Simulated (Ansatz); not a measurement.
GePd₂:
```
GePd2
1.0
    6.70414     0.00000     0.00000
   -3.35207     5.80595     0.00000
    0.00000     0.00000     3.40045
Ge Pd
3 6
Direct
  0.66667   0.33333   0.00000
  0.33333   0.66667   0.00000
  0.00000   0.00000   0.50000
  0.60942   0.00000   0.50000
  0.39058   0.39058   0.50000
  0.00000   0.60942   0.50000
  0.00000   0.27032   0.00000
  0.27032   0.00000   0.00000
  0.72968   0.72968   0.00000
```

Relaxed with PBEsol. Special points in fractions of this cell's reciprocal vectors: Γ (0.000, 0.000, 0.000); M (0.500, 0.000, 0.000); K (0.333, 0.333, 0.000); A (0.000, 0.000, 0.500); L (0.500, 0.000, 0.500); H (0.333, 0.333, 0.500).

Q: List the band energies nearest the Fermi level at these points for plane-wave PAW PBEsol (Ansatz code).

A: In eV from the Fermi level; about four levels below and three above (degenerate sets whole), none deeper than 8.9 eV; points with the same levels are listed once.

| k | below | above |
|---|---|---|
| Γ | -1.51 -1.51 -1.51 -1.45 -1.45 | 1.34 3.49 4.38 4.38 |
| M | -1.38 -1.27 -0.85 -0.43 | 0.38 1.37 1.57 |
| K | -1.28 -1.28 -1.25 -1.25 -0.90 | 1.24 1.57 1.57 |
| A | -1.87 -1.87 -1.58 -0.84 -0.84 | 0.07 0.07 0.30 |
| L | -1.48 -1.26 -1.19 -1.14 | 1.08 1.53 2.27 |
| H | -1.34 -1.34 -1.30 -1.30 | 1.64 1.87 1.87 |

Space group P-62m. The first step of the workflow began from a Materials Project structure, measured or hypothetical; the Crystallography Open Database copy checked does not list it. Its standing as an ambient phase is unchecked. The cell was relaxed with PBEsol under the symmetry of its start; its stability against distortions is not shown here. The run is not spin-polarised. Scalar-relativistic: spin–orbit coupling is off unless named, which matters more the heavier the elements.

Potentials: the later of the program's two PAW sets.
